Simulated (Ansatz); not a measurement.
GeSe$_{2}$:
```
CELL_PARAMETERS angstrom
     -2.89530     2.89530     4.80094
      2.89530    -2.89530     4.80094
      2.89530     2.89530    -4.80094
ATOMIC_POSITIONS crystal
  Ge 0.75000 0.25000 0.50000
  Ge 0.00000 0.00000 0.00000
  Se 0.62438 0.62500 0.49938
  Se 0.37500 0.87438 0.99938
  Se 0.12562 0.12500 0.50062
  Se 0.87500 0.37562 0.00062
```

Relaxed with PBEsol. Special points in fractions of this cell's reciprocal vectors: Γ (0.000, 0.000, 0.000); X (0.000, 0.000, 0.500); P (0.250, 0.250, 0.250); N (0.000, 0.500, 0.000); M (0.500, 0.500, -0.500); S (0.341, 0.659, -0.341); S0 (-0.341, 0.341, 0.341); R (-0.182, 0.182, 0.500); G (0.500, 0.500, -0.182).

Question: List the band energies nearest the valence-band maximum at these points for plane-wave PAW PBEsol (Ansatz code).

Answer: In eV from the valence-band maximum; about four levels below and three above (degenerate sets whole), none deeper than 8.9 eV; points with the same levels are listed once.

```tsv
k	below	above
Γ	-2.09 -2.09 -0.36 -0.36 0.00	1.62 2.03 2.23
X	-1.03 -1.03 -0.30 -0.30	1.69 1.69 3.53 3.53
P	-0.78 -0.78 -0.74 -0.74	1.95 1.95 3.47 3.47
N	-1.37 -1.15 -0.76 -0.40	2.19 2.43 3.69
M	-2.07 -2.07 -0.61 -0.61	1.34 1.34 2.63 2.63
S	-1.72 -1.01 -0.95 -0.22	1.73 2.06 2.85
R	-1.19 -1.19 -0.47 -0.47	1.90 1.90 3.73 3.73
```

Space group I-42d. The workflow started from a Materials Project entry (that database holds measured and hypothetical structures alike); the Crystallography Open Database copy checked does not list it. Whether it is the stable phase at ambient conditions was not checked. Symmetry was held in the PBEsol relaxation; its stability against distortions is not shown here. Spin–orbit coupling is left out wherever it is not named.

Potentials: the later of the program's two PAW sets.
